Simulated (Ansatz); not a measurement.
A crystal relaxed with r2SCAN in Ansatz 0.2.0 has space group P-43m (No. 215) and a = 5.792 Å.

```csv
atom,site,x,y,z
Ga,1a,0.0000,0.0000,0.0000
P,4e,0.2389,0.2389,0.2389
Xx,3c,0.5000,0.5000,0.0000
```

With r2SCAN the gap is 1.22 eV and direct, at Γ. With HSE06 the gap is 1.58 eV and direct, at Γ. PBE gives a direct gap of 0.78 eV at Γ. Meshes: r2SCAN 4×4×4, HSE06 4×4×4, PBE 4×4×4. r2SCAN's ε∞ is 9.7 in all directions.

Q: Which element is Xx?
A. Tl
B. B
C. In
D. Al

A: C. Xx is In: In₃GaP₄, ordered on the zincblende lattice (P-43m) with 8 atoms a cell. Around Ga lie 4 P at 2.40 Å; around P lie 1 Ga at 2.40 Å and 3 In at 2.55 Å; around In lie 4 P at 2.55 Å.

Spin-unpolarised throughout. Whether this structure exists isn't addressed.

Spin-orbit coupling is left out, which matters wherever the heavy atoms make up the band edges.

The meshes of the hybrids are coarse, so their gaps aren't converged to the digits shown.
